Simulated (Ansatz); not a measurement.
## Relaxing a structure of VBiO4

The start is a relaxed VBiO4 cell shaken by Gaussian noise of σ = 0.08 Å a coordinate. The structure is fully relaxed (lattice and positions, P = 0) with r2SCAN (plane waves to 500 eV, PAW, scalar-relativistic; Ansatz, a first-principles code). The first steps use a coarse 4×4×4 k-mesh.

Input geometry:
```
VBiO4
1.0
   -3.65161     3.65161     3.22070
    3.65161    -3.65161     3.22070
    3.65161     3.65161    -3.22070
O V Bi
8 2 2
Direct
  0.16007   0.34657   0.82271
  0.60859   0.92806   0.68725
  0.24780   0.93715   0.32788
  0.51691   0.33122   0.17515
  0.68403   0.87001   0.18657
  0.09676   0.75755   0.69077
  0.08518   0.38695   0.32723
  0.69016   0.47925   0.82793
  0.50741   0.52375   0.00147
  0.23188   0.69965   0.46322
  0.76101   0.27630   0.51152
  0.00949   0.00812   0.01018
```

Problem. How much energy is released per atom?

Solution. 0.18 eV/atom.

Problem. How do the shortest distances between atoms change?

Solution. The closest pairs of elements (up to four, under 3.6 Å), start → end: O–V 1.52 → 1.71 Å; Bi–O 2.24 → 2.39 Å; O–O 2.64 → 2.64 Å; Bi–V 3.06 → 3.22 Å.

Problem. What band gap does the relaxed structure have at this level?

Solution. 2.89 eV, direct at k = (0.3333, 0.3333, -0.3333) (no spin-orbit coupling).

It ends as:

```cif
data_Bi4O16V4
_chemical_formula_sum 'O16 V4 Bi4'
_space_group_name_H-M_alt 'I41/amd :1'
_space_group_IT_number 141
_space_group_name_Hall 'I 4bw 2bw -1bw'
_cell_length_a 7.30318
_cell_length_b 7.30318
_cell_length_c 6.44157
_cell_angle_alpha 90.000
_cell_angle_beta 90.000
_cell_angle_gamma 90.000
loop_
_atom_site_label
_atom_site_type_symbol
_atom_site_symmetry_multiplicity
_atom_site_Wyckoff_symbol
_atom_site_fract_x
_atom_site_fract_y
_atom_site_fract_z
_atom_site_occupancy
O1 O 16 h 0.31895 0.00000 0.08104 1
V1 V 4 b 0.00000 0.00000 0.50000 1
Bi1 Bi 4 a 0.00000 0.00000 0.00000 1
```
(The calculation used a cell of 12 atoms; values per cell refer to that cell.)

Final values are on a 6×6×6 k-mesh of the relaxed cell. The start holds a very short contact (V–O 1.52 Å). No spin polarisation in the result. The d or f electrons are treated with no Hubbard U. Spin-orbit coupling is missing; with elements this heavy it can move band edges by tenths of an eV or more.

The first start was generated by placing the elements on the sites of a structure type. A measured structure of VBiO4 has the same space group, I4₁/amd (No. 141); the sites were not compared with it. Another known form has space group No. 88.
